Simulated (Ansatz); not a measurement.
WC (zinc blende, F-43m) at seven volumes, PBEsol (plane waves, PAW; program Ansatz), scaled uniformly. One row is withheld.

```json
[
 {"V (Å³/atom)": "11.517", "P (GPa)": "31.94"},
 {"V (Å³/atom)": "11.896", "P (GPa)": "19.62"},
 {"V (Å³/atom)": "12.276", "P (GPa)": "9.06"},
 {"V (Å³/atom)": "12.656", "P (GPa)": "0.01"},
 {"V (Å³/atom)": "13.035", "P (GPa)": "-7.77"},
 {"V (Å³/atom)": "13.415", "P (GPa)": "-14.43"},
 {"V (Å³/atom)": "13.795", "P (GPa)": "?"}
]
```

Q: Fit the shown pressures and predict the withheld one.

A: Third-order Birch–Murnaghan: P = (3/2)B₀(x^(7/2) − x^(5/2))[1 + (3/4)(B′ − 4)(x − 1)] with x = (V₀/V)^(2/3). Least squares on the six rows gives V₀ = 12.656 Å³/atom, B₀ = 279.2 GPa, B′ = 4.09. At V = 13.795, x = 0.9442 and P = -20.18 GPa. The run itself gave -20.14 GPa.

The start of the workflow was typed in or built on a structure type; neither database checked (COD, Materials Project) lists it. It is not the phase usual at ambient conditions (space group No. 187). The cell was relaxed with PBEsol under the symmetry of its start; its stability against distortions is not shown here. The run is not spin-polarised. Its formation energy is positive at this level, so the cell may be metastable or incomplete. Scalar-relativistic: spin–orbit coupling is off unless named, which matters more the heavier the elements.

Potentials: the earlier of the program's two PAW sets. The files were generated under PBE; for other functionals the program regenerates the frozen cores, and for LDA and PBEsol the local potential too.
